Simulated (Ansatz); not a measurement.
Rh (Fm-3m): electronic heat capacity and spin susceptibility from the density of states

All numbers below come from Ansatz, DFT r2SCAN, scalar-relativistic, plane waves, PAW.

Plane waves to 500 eV, a k mesh through Γ of 18×18×18 on the computed 1-atom cell and Gaussian smearing (0.10 eV); no spin polarisation.

Relaxed cell: Fm-3m, a = 3.800 Å, b = 3.800 Å, c = 3.800 Å, α = 90.00°, β = 90.00°, γ = 90.00°, 1 atom in the primitive cell.

The density of states at the Fermi level is 1.242 states/eV in the cell of 1 atom (1 formula unit; both spins, tetrahedra on a 27×27×27 mesh).

Task: What Sommerfeld coefficient and Pauli susceptibility does this give?

Result: Per formula unit N(E_F) = 1.242 states/eV. γ = (π²/3) k_B² N(E_F) N_A = 2.357 mJ/(mol K²) per state/eV, so γ = 2.9 mJ/(mol K²), a mole of formula units. χ_P = μ_B² N(E_F) N_A = 3.23×10⁻⁵ emu/mol per state/eV gives 4.0×10⁻⁵ emu/mol. This is the bare band result: a measured γ of the same phase is as a rule larger by a factor 1 + λ from phonons and spin fluctuations, the spin part of χ is larger by the Stoner factor, and a measured χ also holds orbital and core terms. N(E_F) at one energy is sensitive to the mesh where the density of states has sharp peaks.